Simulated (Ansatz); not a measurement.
Relaxed SnSe2 (CdI2 type):

```yaml
crystal:
  lattice:
    - [7.65139, 0.00000, 0.00000]
    - [-1.91285, 3.31315, 0.00000]
    - [0.00000, 0.00000, 6.22880]
  atoms:
    - { symbol: Sn, position: [0.00000, 0.00000, 0.00000] }
    - { symbol: Sn, position: [0.50000, 0.00000, 0.00000] }
    - { symbol: Se, position: [0.16667, 0.66667, 0.25298] }
    - { symbol: Se, position: [0.66667, 0.66667, 0.25298] }
    - { symbol: Se, position: [0.33333, 0.33333, 0.74702] }
    - { symbol: Se, position: [0.83333, 0.33333, 0.74702] }
```

Method: r2SCAN+rVV10 (plane waves to 500 eV, PAW, scalar-relativistic; Ansatz, a first-principles code). k mesh 4×8×5 (Γ-centred), Fermi-Dirac smearing 0.05 eV. As the smearing reaches across the gap at some points, energies and forces of such displacements shift with the k mesh and the smearing. SnSe2 was relaxed with its symmetry unable to fall. The PAW data are Ansatz's earlier set.

One atom of the cell was then moved (with its periodic images), all else fixed, and the forces (eV/Å) came out as:

| atom | Fx | Fy | Fz |
|---|---|---|---|
| Sn1 | -1.139 | -0.658 | 0.884 |
| Sn2 | 0.448 | 0.259 | 0.640 |
| Se3 | 0.030 | 0.017 | -0.237 |
| Se4 | 0.113 | 0.065 | -0.403 |
| Se5 | 0.476 | 0.275 | -0.716 |
| Se6 | 0.072 | 0.042 | -0.167 |

Q: Which atom was moved, and by which vector (Å)?

A: Sn1, by (0.11, 0.07, -0.09), 0.16 Å in all.

(For displaced atoms, the force is minus the slope of the energy, and its curvature is a force constant, which sets phonon frequencies.)
